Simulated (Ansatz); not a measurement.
A relaxed cell of W (Im-3m (No. 229)), relaxed on a k-mesh at least as fine as the one used below. Method: r2SCAN (plane waves to 500 eV, PAW, scalar-relativistic; Ansatz, a quantum-chemistry and plane-wave program). Γ-centred k-mesh 7×14×14 on the run's cell (coarser than for final values), Fermi–Dirac smearing 0.05 eV.

```yaml
crystal:
  lattice:
    - [-3.16928, 3.16928, 3.16928]
    - [1.58464, -1.58464, 1.58464]
    - [1.58464, 1.58464, -1.58464]
  atoms:
    - { symbol: W, position: [0.00000, 0.00000, 0.00000] }
    - { symbol: W, position: [0.50000, 0.00000, 0.00000] }
```

The atoms are displaced by (Å):

```csv
atom,ux,uy,uz
W1,0.043,0.086,-0.014
W2,-0.064,-0.009,0.041
```

Task: What forces (eV/Å) and pressure result?

Result: 
```tsv
atom	Fx	Fy	Fz
W1	-0.59	-0.93	0.23
W2	0.59	0.93	-0.23
```

Pressure +1.1 GPa.

Task: Estimate the energy cost of the displacement in the harmonic approximation and compare with the calculation.

Result: For a harmonic well ΔE = −½ Σ F·u = 0.082 eV a cell, or 41 meV/atom. The calculated energy relative to the undisplaced cell is +0.04 eV/atom, so the harmonic estimate holds well.

No spin polarisation in the result.

The run that gave the undisplaced cell could not lose the symmetry of its start; a randomly shaken copy of 2 atoms returns to this structure.
